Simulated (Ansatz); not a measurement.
## Stress against strain in ScPt

```yaml
crystal:
  lattice:
    - [3.27000, 0.00000, 0.00000]
    - [0.00000, 3.27000, 0.00000]
    - [0.00000, 0.00000, 3.27000]
  atoms:
    - { symbol: Sc, position: [0.50000, 0.50000, 0.50000] }
    - { symbol: Pt, position: [0.00000, 0.00000, 0.00000] }
```

Atom numbers follow the list: Sc1, Pt2.

Conventional cell: a = 3.270 Å, b = 3.270 Å, c = 3.270 Å, α = 90.00°, β = 90.00°, γ = 90.00°. Around Sc (atom 1) lie 8 Pt at 2.83 Å. Pt (atom 2) is surrounded by 8 Sc at 2.83 Å.

The cell comes from COD entry 1537628, which wasn't checked; take it as a given geometry.

Spin polarisation is left out, and whether a magnetic state lies lower isn't shown here.

Spin–orbit coupling is left out, though it moves levels of the heavy atoms by tenths of an eV or more.

All numbers below come from DFT, LDA, all-electron LAPW, scalar-relativistic (Ansatz 0.2.0).

Numerical set-up: a Γ-centred 10×10×10 k mesh, Fermi–Dirac smearing of 0.05 eV, basis error target 0.25 meV/atom, no spin polarisation.

The strain is applied along the Cartesian axes of the cell as listed (the other components stay zero). Fractional coordinates are held (clamped ions).

σ is the change of stress from the unstrained cell, which is at -5.42 GPa; tension is positive, so slopes are stress–strain coefficients at that pressure. In a metal the k mesh adds noise.

Only quantities that a quadratic follows smoothly over the whole series are listed; rougher ones are left out.

```
    εzz  σzz (GPa)  σxx (GPa)
-0.0200      -2.52      -3.00
 0.0000       0.00       0.00
 0.0100       1.35       1.34
 0.0200       2.64       2.63
```

Task: Fit the series and read off the stiffness at zero strain.

Result: Least-squares fits y = p0 + p1 x + p2 x² to the rows give σzz (GPa): p1 = 129, p2 = 110; σxx (GPa): p1 = 141, p2 = -440. So C11 = 129 GPa and C12 = 141 GPa, which gives B = (C11 + 2 C12)/3 = 137 GPa.

Task: One run, at εzz = -0.0100, is withheld. Predict its row.

Result: The fits give -1.26, -1.46; the run gave -1.37, -1.42.
